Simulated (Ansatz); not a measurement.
**CuSiBi: what a change of scf.convergence.dr2_threshold, scf.occupations.method, scf.occupations.width does**

All numbers are calculated (PBEsol, no spin polarisation, no spin-orbit coupling; Ansatz, PAW set soft_2, 420 eV, k-mesh 9×9×4), not measured. These are the settings of the reference run.

Cell:

```
Bi Si Cu
1.0
     4.02139    0.00000    0.00000
    -2.01069    3.48262    0.00000
     0.00000    0.00000    8.31260
Bi Si Cu
2 2 2
Direct
  0.00000 0.00000 0.00000
  0.00000 0.00000 0.50000
  0.66667 0.33333 0.24999
  0.33333 0.66667 0.75001
  0.33333 0.66667 0.25002
  0.66667 0.33333 0.74998
```

The reference run of this cell is solved again as a single point with these keys changed:

| key | reference run | changed run |
| --- | --- | --- |
| scf.convergence.dr2_threshold | not typed | 1e-09 |
| scf.occupations.method | gaussian | methfessel_paxton |
| scf.occupations.width | 0.05 | 0.15 |

Q: How does the changed run end?

A: 

```
                                    quantity  reference run  changed run
energy, changed less reference (meV an atom)              0          0.0
                              pressure (GPa)            0.0          0.0
                        largest force (eV/Å)           0.00         0.00
                        gap on the mesh (eV)           0.00         0.00
```

The results hardly move, so these settings together matter little here. It took 9 iterations from the trained starting density.

Caveats: a single point, atoms not relaxed again.
